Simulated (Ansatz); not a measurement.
MoS$_{2}$:
```yaml
crystal:
  lattice:
    - [3.17222, 0.00000, 0.00000]
    - [-1.58611, 2.74722, 0.00000]
    - [0.00000, 0.00000, 6.86857]
  atoms:
    - { symbol: Mo, position: [0.00000, 0.00000, 0.00000] }
    - { symbol: S, position: [0.33333, 0.66667, 0.22629] }
    - { symbol: S, position: [0.33333, 0.66667, 0.77371] }
```

Relaxed with r²SCAN+D4. Special points in fractions of this cell's reciprocal vectors: Γ (0.000, 0.000, 0.000); M (0.500, 0.000, 0.000); K (0.333, 0.333, 0.000); A (0.000, 0.000, 0.500); L (0.500, 0.000, 0.500); H (0.333, 0.333, 0.500).

Question: List the band energies nearest the valence-band maximum at these points for the program Ansatz at the r²SCAN+D4 with spin–orbit coupling level (PAW).

Answer: In eV from the valence-band maximum; about four levels below and three above (degenerate sets whole), none deeper than 8.9 eV; points with the same levels are listed once.

| k | below | above |
|---|---|---|
| Γ | -1.71 -1.71 -0.74 -0.74 | 2.52 2.52 2.60 2.60 |
| M | -1.54 -1.54 -1.21 -1.21 | 1.97 1.97 2.44 2.44 |
| K | -2.46 -2.44 -0.55 -0.40 | 1.35 1.35 3.04 |
| A | -2.03 -2.03 0.00 0.00 | 2.48 2.48 2.56 2.56 |
| L | -1.50 -1.50 -0.93 -0.93 | 1.99 1.99 2.57 2.57 |
| H | -3.00 -2.98 -0.50 -0.35 | 1.35 1.36 2.63 |

Space group P-6m2. The first step of the workflow began from a Materials Project structure, measured or hypothetical; the Crystallography Open Database copy checked does not list it. It is not the phase usual at ambient conditions (space group No. 160, 194). The cell keeps a stress of up to 0.2 GPa. The r²SCAN+D4 relaxation kept the symmetry of its start. At this level the phase is mechanically unstable. The run is not spin-polarised.

Potentials: the later of the program's two PAW sets.
